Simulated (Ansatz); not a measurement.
WSe$_{2}$ (2H-MoS2 type, space group P6_3/mmc)

```
CELL_PARAMETERS angstrom
      3.29952     0.00000     0.00000
     -1.64976     2.85747     0.00000
      0.00000     0.00000    13.14745
ATOMIC_POSITIONS crystal
  W  0.33333 0.66667 0.25000
  W  0.66667 0.33333 0.75000
  Se 0.33333 0.66667 0.62334
  Se 0.66667 0.33333 0.12334
  Se 0.66667 0.33333 0.37666
  Se 0.33333 0.66667 0.87666
```

In this cell atom 5 (Se, nearest neighbour W at 2.530 Å; its periodic images, 3.3 Å or more away, move with it) is moved by u·(0.707, 0.707, 0.000) + v·(0.000, 0.000, 1.000); the rest is frozen.

Computed with r2SCAN+rVV10 (plane waves to 500 eV, PAW, scalar-relativistic; Ansatz, an electronic-structure program). k mesh 9×9×2 (Γ-centred), Fermi-Dirac smearing 0.05 eV. The energy includes the smearing's −TS. Points where atoms come too close for the PAW data are left out (x in tables, blank in figures). As the smearing reaches across the gap at some points, energies and forces of such displacements shift with the k mesh and the smearing. Spin-orbit coupling is left out, though W is heavy. The PAW data are Ansatz's earlier set. WSe2 is run without spin polarisation. WSe2 was relaxed with its symmetry unable to fall. The last digit holds for this mesh only.

Changes of ΔE (meV/cell) from the point u = 0.000 Å, v = 0.000 Å when one coordinate moves alone (two changes are said to add if the coupling is within 5 % of the smaller one, nearly so within 20 %):

| point | change |
|---|---|
| u = 0.000 Å, v = -0.415 Å | 1857.6 |
| u = -0.830 Å, v = 0.000 Å | 2069.4 |
| u = -0.415 Å, v = 0.000 Å | 686.6 |
| u = 0.415 Å, v = 0.000 Å | 882.8 |
| u = 0.000 Å, v = 0.415 Å | 1048.1 |
| u = 0.000 Å, v = 0.830 Å | 2969.0 |

Problem. Do the two effects add at u = 0.415 Å, v = 0.830 Å? Give the computed change.

Solution. The sum of the single changes is 882.8 + (2969.0) = 3851.8; the calculation gives 3014.9, so the coupling contributes -836.9 (over 20 % of the smaller single change, not additive).

Problem. Do the two effects add at u = -0.415 Å, v = 0.415 Å? Give the computed change.

Solution. The sum of the single changes is 686.6 + (1048.1) = 1734.7; the calculation gives 1307.4, so the coupling contributes -427.3 (over 20 % of the smaller single change, not additive).

Problem. What is the change at u = -0.830 Å, v = 0.415 Å, where both move, and how far is it from the sum?

Solution. The sum of the single changes is 2069.4 + (1048.1) = 3117.5; the calculation gives 1834.8, so the coupling contributes -1282.7 (over 20 % of the smaller single change, not additive).

(A displaced cell: forces are minus the slopes of the energy, force constants its curvatures, and phonons follow from these.)
